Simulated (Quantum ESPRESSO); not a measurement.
# Band energies of KHF$_{2}$

```
CELL_PARAMETERS angstrom
     -2.79946     2.79946     3.35283
      2.79946    -2.79946     3.35283
      2.79946     2.79946    -3.35283
ATOMIC_POSITIONS crystal
  H  0.50000 0.00000 0.50000
  H  0.00000 0.50000 0.50000
  F  0.35594 0.85594 0.21188
  F  0.64406 0.14406 0.78812
  F  0.85594 0.64406 0.50000
  F  0.14406 0.35594 0.50000
  K  0.75000 0.75000 0.00000
  K  0.25000 0.25000 0.00000
```

PBEsol (pw.x of Quantum ESPRESSO, ONCV potentials, no spin-orbit coupling); path ΓXYSΓZS1NPY1Z,XP; energies in eV from the valence-band maximum.

| k (1/Å) | point | band 20 | band 21 | band 22 | band 23 | band 24 | band 25 | band 26 | band 27 |
|---|---|---|---|---|---|---|---|---|---|
| 0.00 | Γ | -0.27 | -0.27 | -0.16 | -0.16 | -0.06 | 7.18 | 9.92 | 10.88 |
| 0.20 |  | -0.31 | -0.31 | -0.27 | -0.15 | -0.08 | 7.44 | 9.98 | 10.93 |
| 0.60 |  | -0.48 | -0.37 | -0.25 | -0.19 | -0.19 | 9.05 | 10.24 | 10.72 |
| 0.79 | X | -0.48 | -0.27 | -0.24 | -0.21 | -0.20 | 9.90 | 10.10 | 10.36 |
| 1.07 |  | -0.43 | -0.39 | -0.33 | -0.25 | -0.18 | 9.91 | 10.48 | 10.56 |
| 1.35 | Y | -0.34 | -0.31 | -0.27 | -0.25 | -0.06 | 9.75 | 10.52 | 10.71 |
| 1.35 | S | -0.30 | -0.28 | -0.27 | -0.26 | -0.03 | 9.70 | 10.45 | 10.76 |
| 1.73 |  | -0.51 | -0.38 | -0.32 | -0.26 | -0.26 | 8.93 | 10.37 | 11.17 |
| 2.11 |  | -0.31 | -0.27 | -0.26 | -0.19 | -0.08 | 7.42 | 9.98 | 10.93 |
| 2.30 | Γ | -0.27 | -0.27 | -0.16 | -0.16 | -0.06 | 7.18 | 9.92 | 10.88 |
| 2.49 |  | -0.28 | -0.28 | -0.16 | -0.16 | -0.05 | 7.41 | 10.15 | 10.57 |
| 2.86 |  | -0.28 | -0.28 | -0.21 | -0.21 | -0.02 | 8.89 | 9.91 | 11.17 |
| 3.24 | Z | -0.28 | -0.28 | -0.23 | -0.23 | 0.00 | 9.65 | 10.37 | 10.82 |
| 3.24 | S1 | -0.30 | -0.28 | -0.27 | -0.26 | -0.03 | 9.70 | 10.45 | 10.76 |
| 3.64 |  | -0.43 | -0.41 | -0.34 | -0.26 | -0.20 | 9.72 | 9.82 | 11.18 |
| 3.85 | N | -0.49 | -0.36 | -0.36 | -0.25 | -0.25 | 9.67 | 9.67 | 11.59 |
| 3.99 |  | -0.45 | -0.37 | -0.37 | -0.25 | -0.25 | 9.73 | 9.73 | 11.45 |
| 4.27 |  | -0.38 | -0.32 | -0.32 | -0.25 | -0.25 | 10.12 | 10.12 | 10.82 |
| 4.41 | P | -0.35 | -0.34 | -0.34 | -0.24 | -0.24 | 10.35 | 10.35 | 10.56 |
| 4.55 |  | -0.39 | -0.33 | -0.29 | -0.26 | -0.22 | 10.20 | 10.27 | 10.48 |
| 4.84 |  | -0.45 | -0.37 | -0.31 | -0.26 | -0.17 | 9.96 | 10.30 | 10.79 |
| 5.13 | Y1 | -0.34 | -0.31 | -0.27 | -0.25 | -0.06 | 9.75 | 10.52 | 10.71 |
| 5.13 | Z | -0.28 | -0.28 | -0.23 | -0.23 | 0.00 | 9.65 | 10.37 | 10.82 |
| 6.36 | X | -0.48 | -0.27 | -0.24 | -0.21 | -0.20 | 9.90 | 10.10 | 10.36 |
| 6.59 |  | -0.44 | -0.27 | -0.25 | -0.24 | -0.22 | 10.03 | 10.22 | 10.61 |
| 6.83 | P | -0.35 | -0.34 | -0.34 | -0.24 | -0.24 | 10.35 | 10.35 | 10.56 |

The PBEsol gap is indirect, 7.18 eV, from Z to Γ; the smallest direct gap is 7.24 eV.

Geometry of the Materials Project entry, not relaxed at this level.
